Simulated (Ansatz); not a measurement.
**Ge2Rh: computed property card**

Ge$_{2}$Rh:
```
Ge2Rh
1.0
   -1.70336     1.70336     4.11958
    1.70336    -1.70336     4.11958
    1.70336     1.70336    -4.11958
Rh Ge
1 2
Direct
  0.00000   0.00000   0.00000
  0.33923   0.33923   0.00000
  0.66077   0.66077   0.00000
```

Space group I4/mmm (No. 139), MoSi2 or CaC2 type; conventional cell a = b = 3.407 Å, c = 8.239 Å, α = β = γ = 90.00°.

Method: the program Ansatz at the PBE level (PAW). Geometry: relaxed at this level of theory. Other levels are named where they apply.

**Cell and energy**

- Volume per atom: 15.94 Å³
- Density: 8.62 g/cm³
- Formation energy from the elements (no fitted shifts): -12 kJ/mol of atoms

**Electronic structure**

- Electronic character: metallic (no gap)
- Density of states at the Fermi level: 0.46 states/eV per atom (mean over ±0.08 eV)

**Mechanics**

- Bulk modulus (Birch–Murnaghan fit): 124 GPa
- Pressure derivative B′: 4.9

A made-up cell: these elements were put on the sites of a structure type; neither database checked (COD, Materials Project) lists it. Its standing as an ambient phase is unchecked. Symmetry was held in the PBE relaxation; its stability against distortions is not shown here. The run is not spin-polarised. The references are the lowest solids computed at this level, not always the standard phases. Scalar-relativistic: spin–orbit coupling is off unless named, which matters more the heavier the elements.

Potentials: the later of the program's two PAW sets.
